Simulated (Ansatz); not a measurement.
Total density of states per atom from the program Ansatz at the r²SCAN+D4 level (PAW), in 0.25 eV bins, energy from the valence-band maximum:

```
E (eV) | states/eV/atom
    -7.85 | #### 0.10
    -7.60 | #### 0.11
    -7.35 | ######## 0.21
    -7.10 | ############# 0.32
    -6.85 | ######## 0.20
    -6.60 | #### 0.10
    -6.35 | ################## 0.45
    -6.10 | ##### 0.12
    -5.85 | ######### 0.22
    -5.60 | ################# 0.43
    -5.35 | ############# 0.31
    -5.10 | ########### 0.27
    -4.85 | ####### 0.17
    -4.60 | ######### 0.23
    -4.35 | ####################### 0.57
    -4.10 | ############ 0.30
    -3.85 | ########### 0.27
    -3.60 | ############ 0.31
    -3.35 | ############## 0.34
    -3.10 | ############# 0.32
    -2.85 | ############################## 0.75
    -2.60 | ################ 0.40
    -2.35 | ############ 0.30
    -2.10 | ############# 0.31
    -1.85 | ############## 0.34
    -1.60 | ############### 0.38
    -1.35 | #################### 0.50
    -1.10 | ################# 0.42
    -0.85 | ############## 0.35
    -0.60 | ############ 0.31
    -0.35 | ######### 0.22
    -0.10 | #### 0.09
     0.15 |  0.01
     0.40 | ## 0.05
     0.65 | #### 0.10
     0.90 | ##### 0.13
     1.15 | ##### 0.13
     1.40 | ##### 0.13
     1.65 | ###### 0.15
     1.90 | ###### 0.14
     2.15 | #### 0.09
     2.40 | ## 0.05
     2.65 | # 0.03
     2.90 | # 0.02
     3.15 | # 0.04
     3.40 | #### 0.10
     3.65 | ###### 0.15
     3.90 | ###### 0.16
     4.15 | ####### 0.18
     4.40 | ######## 0.19
     4.65 | ######## 0.20
     4.90 | ###### 0.14
```

**Question.** Which compound is it?
A. BN, P6_3mc (Pearson symbol hP12)
B. BC3, P6/mmm (B on 2c, C on 6l)
C. BAs, Pnma (B on 4c, As on 4c)
D. BN, P6_3/mmc (B on 2b, N on 2d)

**Answer.** B, BC3, P6/mmm (B on 2c, C on 6l). Top 1 eV of the valence band: C 2p 82 %, B 2p 16 %. Bottom 1 eV of the conduction band: C 2p 51 %, B 2p 48 %. Projections are on Löwdin-orthogonalised atomic valence shells; empty p or d shells of many metals are not among them.

The start of the workflow was typed in or built on a structure type; neither database checked (COD, Materials Project) lists it. Its standing as an ambient phase is unchecked. Symmetry was held in the r²SCAN+D4 relaxation. At this level the phase is mechanically unstable. Its formation energy is positive at this level, so the cell may be metastable or incomplete.

Potentials: the earlier of the program's two PAW sets. The files were generated under PBE; for other functionals the program regenerates the frozen cores, and for LDA and PBEsol the local potential too.
